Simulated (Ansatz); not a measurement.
Consider the following.

NbSi₂:
Space group P6₂22 (No. 180); a = 4.743 Å, b = 4.743 Å, c = 6.538 Å, α = 90.00°, β = 90.00°, γ = 120.00°

```
atom  site  symmetry       x       y       z
----  ----  --------  ------  ------  ------
Nb      3d       222  0.5000  0.0000  0.5000
Si      6j       ..2  0.3194  0.1597  0.1667
```

This is the LDA-relaxed structure.

Task: All from DFT-LDA in the program Ansatz with PAW potentials, unless another level is named. Give the electronic character.

Result: metallic (no gap).

Task: What about the formation energy from the elements (no fitted shifts)?

Result: -0.64 eV/atom.

Task: Give the density of states at the Fermi level.

Result: 0.39 states/eV per atom (mean over ±0.08 eV).

Space group P6_222. Symmetry was held in the LDA relaxation. No spin polarisation was allowed. The references are the lowest solids computed at this level, not always the standard phases. Spin–orbit coupling is left out wherever it is not named.

Potentials: the later of the program's two PAW sets.
